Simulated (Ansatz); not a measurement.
ReB$_{2}$:
```
CELL_PARAMETERS angstrom
      2.94523     0.00000     0.00000
     -1.47262     2.55065     0.00000
      0.00000     0.00000     3.49592
ATOMIC_POSITIONS crystal
  Re 0.00000 0.00000 0.00000
  B  0.33333 0.66667 0.50000
  B  0.66667 0.33333 0.50000
```

Relaxed with PBE. Special points in fractions of this cell's reciprocal vectors: Γ (0.000, 0.000, 0.000); M (0.500, 0.000, 0.000); K (0.333, 0.333, 0.000); A (0.000, 0.000, 0.500); L (0.500, 0.000, 0.500); H (0.333, 0.333, 0.500).

Problem. List the band energies nearest the Fermi level at these points for DFT-PBE in the program Ansatz with PAW potentials.

Solution. In eV from the Fermi level; about four levels below and three above (degenerate sets whole), none deeper than 8.9 eV; … stands for higher levels left out; points with the same levels are listed once.

```csv
k,below,above
Γ,-4.52 -4.52 -0.25 -0.25,1.50 1.50 5.06 5.06
M,-6.81 -5.62 -4.40 -1.27,1.11 1.52 2.15
K,-5.27 -5.27 -1.39 -1.39,0.64 6.77 6.77
A,-2.05 -2.05 -1.62 -1.62,5.71 9.32 …
L,-7.23 -6.38 -4.51 -0.53,1.67 2.69 3.29
H,-7.35 -5.42 -5.42 -0.17,2.73 2.73 3.12
```

Space group P6/mmm. The cell is a constructed one: a structure type filled with these elements; neither database checked (COD, Materials Project) lists it. COD files the formula under space group No. 194, so this cell is another polymorph or a model. Whether it is the stable phase at ambient conditions was not checked. Symmetry was held in the PBE relaxation; whether a distortion lowers the energy is not shown. The run is not spin-polarised. Spin–orbit coupling is left out wherever it is not named.

Potentials: the earlier of the program's two PAW sets.
